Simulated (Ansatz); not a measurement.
F:
```yaml
crystal:
  lattice:
    - [-1.96304, 1.96304, 1.45837]
    - [1.96304, -1.96304, 1.45837]
    - [1.96304, 1.96304, -1.45837]
  atoms:
    - { symbol: F, position: [0.75000, 0.25000, 0.50000] }
    - { symbol: F, position: [0.00000, 0.00000, 0.00000] }
```

Relaxed with PBE. Special points in fractions of this cell's reciprocal vectors: Γ (0.000, 0.000, 0.000); X (0.000, 0.000, 0.500); M (-0.500, 0.500, 0.500); Z (0.388, 0.388, -0.388); Z0 (-0.388, 0.612, 0.388); P (0.250, 0.250, 0.250); N (0.000, 0.500, 0.000).

Question: List the band energies nearest the Fermi level at these points for the program Ansatz at the PBE level (PAW).

Answer: In eV from the Fermi level; about four levels below and three above (degenerate sets whole), none deeper than 8.9 eV; … stands for higher levels left out; points with the same levels are listed once.

| k | below | above |
|---|---|---|
| Γ | -3.26 -3.26 -1.18 -1.04 | … |
| X | -2.51 -2.51 -2.15 -2.15 | … |
| M | -4.74 -4.74 -1.32 -1.32 | … |
| Z | -4.48 -4.48 -2.19 -1.13 | … |
| P | -3.63 -3.63 -1.63 -1.63 | … |
| N | -3.70 -3.68 -2.45 -0.96 | … |

Space group I4_1/amd. The cell is a constructed one: a structure type filled with these elements; neither database checked (COD, Materials Project) lists it. It is not the usual solid phase (space group No. 15). Symmetry was held in the PBE relaxation; its stability against distortions is not shown here. The substance is a gas or liquid at ambient conditions. A crystal of weakly bound molecules computed without a dispersion correction: the cell and the soft elastic constants depend strongly on that.

Potentials: the later of the program's two PAW sets.
